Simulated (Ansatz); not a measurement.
Turning moments in Fe

System: Fe, a test cell of our own (not relaxed); the cell holds 1 atom.

```yaml
crystal:
  lattice:
    - [-1.46450, 1.46450, 1.46450]
    - [1.46450, -1.46450, 1.46450]
    - [1.46450, 1.46450, -1.46450]
  atoms:
    - { symbol: Fe, position: [0.00000, 0.00000, 0.00000] }
```

Site labels below count the atoms in this order, from 1.

Method: DFT, PBE, fully relativistic PAW, plane waves, spin-orbit coupling in Ansatz.

| Setting | Value |
| --- | --- |
| Plane-wave cutoff | 871 eV |
| k-point mesh | 5×5×5 (Γ-centred) |
| Occupations | Gaussian smearing, 0.1 eV |

With one magnetic atom in the cell its copies can only be parallel; orders in a larger cell may lie lower.

The mesh is coarse, so energy differences (and at times their sign) aren't converged.

Spins are non-collinear; moments are vectors (x, y, z) in μB.

The default search runs further SCF cycles only where the state itself hints at a lower one. With a search on, the program may also reshape the start on open shells.

Only this run was made, so its end need not be the lowest state of the cell.

(1) Start Fe1 (0.00, 0.00, 2.20); default search for lower states. What happens?

Answers

(1) It converges in 23 iterations: site vectors not recorded: net moment 2.41 μB, absolute moment 2.53 μB.
